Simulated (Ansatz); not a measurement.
**Pressure against volume: BePd**

```yaml
crystal:
  lattice:
    - [2.81300, 0.00000, 0.00000]
    - [0.00000, 2.81300, 0.00000]
    - [0.00000, 0.00000, 2.81300]
  atoms:
    - { symbol: Be, position: [0.00000, 0.00000, 0.00000] }
    - { symbol: Pd, position: [0.50000, 0.50000, 0.50000] }
```

The cell comes from COD entry 9008808, which wasn't checked; take it as a given geometry.

Spin polarisation is left out, and whether a magnetic state lies lower isn't shown here.

All numbers are computed: DFT, LDA, all-electron LAPW, scalar-relativistic (Ansatz 0.2.0); DFT, LDA, PAW with Ansatz's default frozen-core files, scalar-relativistic (Ansatz 0.2.0).

For LAPW: a Γ-centred 12×12×12 k mesh, Fermi–Dirac smearing of 0.08 eV, basis error target 1 meV/atom, no spin polarisation. PAW takes a cutoff of 420 eV at this cell (files made with PBE, cores remade for this functional). The Ansatz runs share mesh, smearing and spin set-up. Plane-wave (PAW) pressures include the program's estimate of the Pulay term.

The cell above is scaled evenly, with fractional coordinates and shape held.

(1) Estimate the equilibrium volume and bulk modulus that LAPW (all electrons) gives for this fixed shape.

Results:

(1) V0 = 10.66 Å³/atom, B0 = 205 GPa, B0′ = 4.6, from a third-order Birch–Murnaghan fit to these pressures:
| V/V(cell) | V (Å³/atom) | P, LAPW (GPa) | P, PAW (GPa) | free energy over the lowest listed, PAW (meV/atom) |
| --- | --- | --- | --- | --- |
| 0.9400 | 10.462 | 4.02 | 4.06 | 2.5 |
| 0.9600 | 10.684 | -0.46 | -0.42 | 0.0 |
| 0.9800 | 10.907 | -4.44 | -4.40 | 3.4 |
| 0.9900 | 11.018 | -6.27 | -6.23 | 7.1 |
| 1.0000 | 11.130 | -7.99 | -7.95 | 12.0 |
| 1.0100 | 11.241 | -9.62 | -9.58 | 18.1 |
| 1.0200 | 11.352 | -11.15 | -11.11 | 25.3 |
| 1.0400 | 11.575 | -13.96 | -13.92 | 42.8 |
| 1.0600 | 11.797 | -16.46 | -16.42 | 63.9 |
